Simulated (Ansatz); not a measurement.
## B3Au in Ansatz, relaxation

Input:

```yaml
crystal:
  lattice:
    - [3.577934, 0.0, 0.0]
    - [0.026536, 3.577836, 0.0]
    - [0.026536, 0.026341, 3.577738]
  atoms:
    - { symbol: Au, position: [0.0, 0.0, 0.0] }
    - { symbol: B, position: [0.5, 0.275, 0.725] }
    - { symbol: B, position: [0.725, 0.5, 0.275] }
    - { symbol: B, position: [0.275, 0.725, 0.5] }
  symmetry: { tolerance: 0.0003 }
kpoints:
  mp_grid: { grid: [5, 5, 5], shift: [0, 0, 0] }
magnetization:
  spin_polarized: false
scf:
  occupations: { method: fermi_dirac }
  convergence: { dr2_threshold: 1.0e-09 }
hamiltonian:
  pseudopotentials: { kind: paw }
  xc: pbe
basis:
  ecutwfc: 420
output:
  forces: true
  stress: true
  eigenvalues: true
  write_density: true
  write_potential: true
  elf: true
  volumetric_format: npy
relax:
  max_steps: 40
  cell: {}
```

The command:

```bash
ansatz run input.yaml --threads 1 --pin off --max-ram 2560MiB --backend cpu --events-out ev --progress --plain --runs-dir out
```

Origin of the cell: a known structure type with other elements, at an estimated volume, so it need not be a known compound.

The smearing width isn't typed, so it takes its default of 0.1 eV.

Output (shortened):

```
Warning: relax.cell: scf.convergence.dr2_threshold = 1e-9 eV is looser than the 4e-10 eV advised for a relaxation that steers and ends on the stress (1e-10 eV for each atom of the cell: 4). W […]
Pseudopotentials: kind: paw
Pseudopotential: Au, paw, valence charge 19, recommended cutoff 420 eV (normal), Au.paw.azcp
Pseudopotential: B, paw, valence charge 3, recommended cutoff 420 eV (normal), B.paw.azcp
Functional definition: PBE
  exchange = pbe_x(kappa = kappa, mu = beta*pi^2/3)
  correlation = pbe_c(beta = beta)
Crystal: 4 atoms, lattice volume = 45.800 Å³
Basis set: ecut = 420 eV, 901 PW (Γ), exchange–correlation on 48×48×48 points (8 copies of the dense FFT grid, shifted against one another)
Bands: 18, of which v1, the nominal top of the filled ones, is band 14 counted from 1 (13 counted from 0)
Symmetry: 6 space group operations
Space group: R32 (ITA 155), of the structure as read, at distance tolerance 1.1e-3 Å
[… 5 lines left out …]
Initial density: superposition of atomic densities (neutral atoms: chi_scale 0, normalization atom), corrected by the library's trained network
Functional: x = pbe(κ = 0.804, μ = 0.219515), c = pbe(β = 0.066725)
SCF iter   1: F=—  HF=-13612.282703 eV  Δρ=7.86e-3  dr2=2.68e-2
SCF iter   2: F=—  HF=-13612.278892 eV  Δρ=3.46e-3  dr2=3.68e-3
SCF iter   3: F=—  HF=-13612.278637 eV  Δρ=1.31e-3  dr2=5.50e-4
SCF iter   4: F=—  HF=-13612.278633 eV  Δρ=1.64e-4  dr2=9.71e-6
SCF iter   5: F=—  HF=-13612.278586 eV  Δρ=3.14e-5  dr2=3.15e-7
SCF iter   6: F=—  HF=-13612.278585 eV  Δρ=5.41e-6  dr2=1.29e-8
SCF iter   7: F=-13612.278585 eV  HF=-13612.278585 eV  Δρ=8.73e-7  dr2=2.07e-10
relax step   1: F+E_penalty+E_count = -13612.278585 eV  Δ(F+E_penalty+E_count) = +0.000e0 eV  max|allowed force component| = 8.270e-1 eV/Å  Δτ_max = 0.0000 Å  P = -12.839 GPa  Ω = 45.800 Å³  (7 SCF iters, accepted)
relax step   2: F+E_penalty+E_count = -13612.616579 eV  Δ(F+E_penalty+E_count) = -3.380e-1 eV  max|allowed force component| = 4.709e-1 eV/Å  Δτ_max = 0.0338 Å  P = -6.140 GPa  Ω = 43.046 Å³ […]
relax step   3: F+E_penalty+E_count = -13612.775256 eV  Δ(F+E_penalty+E_count) = -1.587e-1 eV  max|allowed force component| = 3.163e-3 eV/Å  Δτ_max = 0.0350 Å  P = -0.119 GPa  Ω = 41.026 Å³ […]
relax step   4: F+E_penalty+E_count = -13612.813885 eV  Δ(F+E_penalty+E_count) = -3.863e-2 eV  max|allowed force component| = 1.360e-1 eV/Å  Δτ_max = 0.0107 Å  P = +1.428 GPa  Ω = 40.241 Å³ […]
relax step   5: F+E_penalty+E_count = -13612.821383 eV  Δ(F+E_penalty+E_count) = -7.498e-3 eV  max|allowed force component| = 3.420e-2 eV/Å  Δτ_max = 0.0098 Å  P = -0.167 GPa  Ω = 40.427 Å³ […]
relax step   6: F+E_penalty+E_count = -13612.821713 eV  Δ(F+E_penalty+E_count) = -3.298e-4 eV  max|allowed force component| = 1.991e-3 eV/Å  Δτ_max = 0.0039 Å  P = +0.349 GPa  Ω = 40.320 Å³ […]
relax step   7: F+E_penalty+E_count = -13612.821715 eV  Δ(F+E_penalty+E_count) = -1.781e-6 eV  max|allowed force component| = 3.527e-4 eV/Å  Δτ_max = 0.0001 Å  P = -0.010 GPa  Ω = 40.408 Å³ […]
relax step   8: F+E_penalty+E_count = -13612.819615 eV  Δ(F+E_penalty+E_count) = +2.100e-3 eV  max|allowed force component| = 3.774e-4 eV/Å  Δτ_max = 0.0000 Å  P = -0.070 GPa  Ω = 40.408 Å³  stress off target by 1.72e-1 GPa […]
relax step   9: F+E_penalty+E_count = -13612.819670 eV  Δ(F+E_penalty+E_count) = -5.510e-5 eV  max|allowed force component| = 2.803e-4 eV/Å  Δτ_max = 0.0000 Å  P = +0.002 GPa  Ω = 40.382 Å³ […]
relax step  10: F+E_penalty+E_count = -13612.819655 eV  Δ(F+E_penalty+E_count) = +1.481e-5 eV  max|allowed force component| = 2.765e-4 eV/Å  Δτ_max = 0.0000 Å  P = +0.001 GPa  Ω = 40.382 Å³  stress off target by 2.66e-3 GPa […]
SCF 10 converged in 3 iterations: F = -13612.819655 eV  dr2 = 1.96e-11
basis re-selected at this cell: Δ(F+E_penalty+E_count) = +1.481e-5 eV, ΔP = -0.001 GPa vs the last step (what re-selecting the basis moved, of the pressure what is left beyond the Pulay corre […]
SCF converged after 3 iterations
Free energy (F): -13612.819655 eV
Harris-Foulkes:  -13612.819655 eV  (|F-HF|=3.64e-12)
Internal energy: -13612.759197 eV  (E = F + TS)
E sigma→0 (E₀):  -13612.789426 eV
Entropy (-TS):   -0.060458 eV (-15.115 meV/atom)
Fermi energy:    14.017062 eV
--- Per-component energies (eV) ---
  E_band       = -273.354366
  E_kinetic    = 739.637262
  E_local      = -2416.817949  (includes V_loc(G=0)·N_el)
  E_nonlocal   = 107.430120
  E_hartree    = 1025.244325
  E_xc         = -321.964942
  E_vxc        = -386.695242  (∫ρ·V_xc dr)
  E_paw        = -9940.748390  (= ΣΔE_a)
  E_vpaw       = -367.398707  (= ΣTr[D̂ρ^β])
  E_aug_tail   = 0.001430  (compensation charges beyond the density's cutoff)
  E_ewald      = -2805.541053
  E_smearing   = -0.060458  (= −TS)
  Σ components = -13612.819655   (vs F -13612.819655, Δ=0.00e0)
--- Forces (eV/Å), atoms counted from 1 ---
  atom   1  Au    -0.000000     0.000000    -0.000000
  atom   2  B     -0.000000     0.000274    -0.000277
  atom   3  B     -0.000274     0.000002     0.000277
  atom   4  B      0.000274    -0.000277     0.000000
  max |Σ_I F_I| component: 8.32e-17 eV/Å
--- Stress (GPa, compression-positive) ---
        0.000695      -0.001703      -0.001691
       -0.001703       0.000721      -0.001678
       -0.001691      -0.001678       0.000745
  P = ⅓ Tr σ = 0.0007 GPa (0.007 kbar)
--- Relaxed structure (8 steps of the walk, 8 accepted, 2 SCFs on fresh bases) ---
  F+E_penalty+E_count = -13612.819655 eV   max|allowed force component| = 2.765e-4 eV/Å   (the final SCF, on the basis selected at the relaxed cell)
  cell:  # Å, volume = 40.3818 Å³
    - [3.439287, -0.194355, -0.192930]
    - [-0.168842, 3.440633, -0.192930]
    - [-0.168842, -0.167594, 3.441960]
  atoms:
    - { symbol: Au, position: [-1.488e-19, -2.406e-19, -1.136e-19] }
    - { symbol: B, position: [0.5, 0.288080, 0.711920] }
    - { symbol: B, position: [0.711920, 0.5, 0.288080] }
    - { symbol: B, position: [0.288080, 0.711920, 0.5] }
```

Caveats: no spin-orbit coupling, though heavy elements are present; the SCF threshold is looser than advised for a stress; the k mesh is coarse if the cell is a metal; the relaxation held the start's symmetry, so the end may be a saddle point.

The run took 20 s on 1 thread of Arm Neoverse V1, with other jobs on the host, peak memory 0.3 GiB, from the program's own first density.
